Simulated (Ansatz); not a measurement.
An Ansatz input:

```yaml
crystal:
  lattice:
    - [1.6962230524, 0.0, 0.0]
    - [-0.8481115262, 1.4689722538, 0.0]
    - [0.0, 0.0, 13.8723875565]
  atoms:
    - { symbol: B, position: [0.0, 1.0, 0.0] }
    - { symbol: B, position: [0.0, 0.0, 0.5] }
    - { symbol: B, position: [0.3333333333, 0.6666666667, 0.25] }
    - { symbol: B, position: [0.6666666667, 0.3333333333, 0.75] }
hamiltonian:
  xc: lda
  pseudopotentials:
    kind: paw
    azcp:
      B: "pseudopotentials/B.paw.azcp"
basis:
  ecutwfc: 420
  fft_grid_basis: typed
kpoints:
  mp_grid: { grid: [28, 28, 3], shift: [0, 0, 0] }
magnetization:
  spin_polarized: false
scf:
  occupations: { method: fermi_dirac, width: 0.1 }
output:
  write_density: true
  write_potential: true
  elf: true
  volumetric_format: npy
```

and its output:

```
Warning: the record states the generating functional pbe (its physics header spells it `PBE`), which answers neither for hamiltonian.xc's functional nor for the lda family's — results may be inconsistent (PPs are generated against a specific XC)
Engine: ansatz 0.2.0, x86_64-unknown-linux-gnu
Pseudopotentials: kind: paw
Pseudopotential: B, paw, valence charge 3, recommended cutoff 420 eV (normal) 
Functional definition: SPW92
  exchange = slater_x
  correlation = pw_c
Crystal: 4 atoms, lattice volume = 34.566 Å³
Basis set: ecut = 420 eV, 665 PW (Γ)
Bands: 10, of which v1, the nominal top of the filled ones, is band 6 counted from 1 (5 counted from 0)
Symmetry: 24 space group operations
Space group: P63/mmc (ITA 194), of the structure as read, at distance tolerance 3.3e-5 Å
k-points: 160 of 2352
Non-local potential: B, projectors of the file, l = 0: 2, l = 1: 2, l = 2: 1
PAW form: soft (Blöchl's): semilocal exchange-correlation on the pseudo side does not see the compensation charge
PAW frozen core: B, regenerated for the run's functional, and the local potential with it (the file was generated under x = pbe(κ = 0.804, μ = 0.2195149727645171), c = pbe(β = 0.06672455060314922))
PAW one-centre angular grid: B, 110 points (default); XC on 64 Gauss nodes
Initial density: superposition of atomic densities (neutral atoms: chi_scale 0, normalization atom), corrected by the library's trained network
Initial wavefunctions: pseudopotential atomic-orbital guess
Functional: x = slater, c = lda
SCF iter   1: F=—  HF=-596.314704 eV  |F-HF|=—  |Δ(HF+E_count)|=         —  Δρ=1.89e-2  dr2=1.99e-1  ethr=1.77e-3  ⟨swp⟩=5.5  Hψ=10210  notcnv=0
SCF iter   2: F=—  HF=-596.264426 eV  |F-HF|=—  |Δ(HF+E_count)|=   5.03e-2  Δρ=1.12e-2  dr2=8.17e-2  ethr=1.66e-3  ⟨swp⟩=1.0  Hψ=2880  notcnv=0
SCF iter   3: F=—  HF=-596.231368 eV  |F-HF|=—  |Δ(HF+E_count)|=   3.31e-2  Δρ=2.17e-3  dr2=1.55e-3  ethr=6.81e-4  ⟨swp⟩=2.6  Hψ=2995  notcnv=0  defer=5
SCF iter   4: F=—  HF=-596.231388 eV  |F-HF|=—  |Δ(HF+E_count)|=   2.05e-5  Δρ=2.73e-4  dr2=3.59e-5  ethr=1.29e-5  ⟨swp⟩=1.1  Hψ=1657  notcnv=0  defer=5
SCF iter   5: F=—  HF=-596.231382 eV  |F-HF|=—  |Δ(HF+E_count)|=   6.59e-6  Δρ=4.26e-5  dr2=3.35e-7  ethr=2.99e-7  ⟨swp⟩=2.2  Hψ=2553  notcnv=0  defer=7
SCF iter   6: F=-596.231382 eV  HF=-596.231382 eV  |F-HF|=3.00e-9  |Δ(HF+E_count)|=   3.07e-7  Δρ=4.07e-6  dr2=2.02e-9  ethr=8.33e-10  ⟨swp⟩=4.0  Hψ=6371  notcnv=0
SCF 1 converged in 6 iterations: F = -596.231382 eV  dr2 = 2.02e-9
SCF converged after 6 iterations
Free energy (F): -596.231382 eV
Harris-Foulkes:  -596.231382 eV  (|F-HF|=3.00e-9)
Internal energy: -596.200992 eV  (E = F + TS)
E sigma→0 (E₀):  -596.216187 eV
Entropy (-TS):   -0.030390 eV (-7.598 meV/atom)
Fermi energy:    8.320722 eV
--- Per-component energies (eV) ---
  E_band       = -5.988814
  E_kinetic    = 207.219868
  E_local      = -233.927948  (includes V_loc(G=0)·N_el)
  E_nonlocal   = 44.943660
  E_hartree    = 70.988356
  E_xc         = -128.717198
  E_vxc        = -153.208628  (∫ρ·V_xc dr)
  E_paw        = -290.840581  (= ΣΔE_a)
  E_vpaw       = -12.992729  (= ΣTr[D̂ρ^β])
  E_aug_tail   = -0.000014  (compensation charges beyond the density's cutoff)
  E_ewald      = -266.050473
  E_core_change = 0.183337  (= ΣΔE_core)
  E_smearing   = -0.030390  (= −TS)
  E_closure    = 0.000000  (closes the sum)
  Σ components = -596.231382   (vs F -596.231382, Δ=0.00e0)
--- Band table (eV; the first three rows and the last of 160) ---
  k-point 0: bands = ["-8.9929", "-8.7725", "-8.7725", "-8.5222", "-0.7550", "0.3285", "0.3287", "1.6964", "10.6680", "13.6662"]
  k-point 1: bands = ["-8.9648", "-8.8859", "-8.6517", "-8.5579", "-0.6190", "-0.2350", "0.9591", "1.4845", "11.0618", "12.1326"]
  k-point 2: bands = ["-8.9341", "-8.7148", "-8.7148", "-8.4660", "-0.6690", "0.4133", "0.4134", "1.7807", "10.7387", "13.7377"]
  k-point 159: bands = ["4.0042", "4.0175", "4.0533", "4.0666", "5.6146", "5.6237", "5.6490", "5.6582", "16.6822", "16.7386"]
```
